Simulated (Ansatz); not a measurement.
AgI:
```
CELL_PARAMETERS angstrom
      0.00000     3.22502     3.22502
      3.22502     0.00000     3.22502
      3.22502     3.22502     0.00000
ATOMIC_POSITIONS crystal
  Ag 0.00000 0.00000 0.00000
  I  0.25000 0.25000 0.25000
```

Tensor components refer to the Cartesian frame of this cell.

Q: Give the proper piezoelectric stress tensor with relaxed ions from PBEsol (plane waves, PAW; program Ansatz).

A: In C/m², rows x, y, z, Voigt columns; mesh uncertainty up to 0.00.
```
0.00  0.00  0.00  0.17  0.00  0.00
0.00  0.00  0.00  0.00  0.17  0.00
0.00  0.00  0.00  0.00  0.00  0.17
```

The elastic tensor of the same run (GPa):

```
38.9  31.9  31.9   0.0   0.0   0.0
31.9  38.9  31.9   0.0   0.0   0.0
31.9  31.9  38.9   0.0   0.0   0.0
 0.0   0.0   0.0   9.9   0.0   0.0
 0.0   0.0   0.0   0.0   9.9   0.0
 0.0   0.0   0.0   0.0   0.0   9.9
```

Q: Convert to strain constants d = e·S.

A: In pC/N:
```
 0.0   0.0   0.0  17.1   0.0   0.0
 0.0   0.0   0.0   0.0  17.1   0.0
 0.0   0.0   0.0   0.0   0.0  17.1
```

Space group F-43m (zinc blende). The PBEsol relaxation kept the symmetry of its start. No spin polarisation was allowed. Signs of piezoelectric constants follow the polarity of the cell as given. Scalar-relativistic: spin–orbit coupling is off unless named, which matters more the heavier the elements.

Potentials: the earlier of the program's two PAW sets. The files were generated under PBE; for other functionals the program regenerates the frozen cores, and for LDA and PBEsol the local potential too.
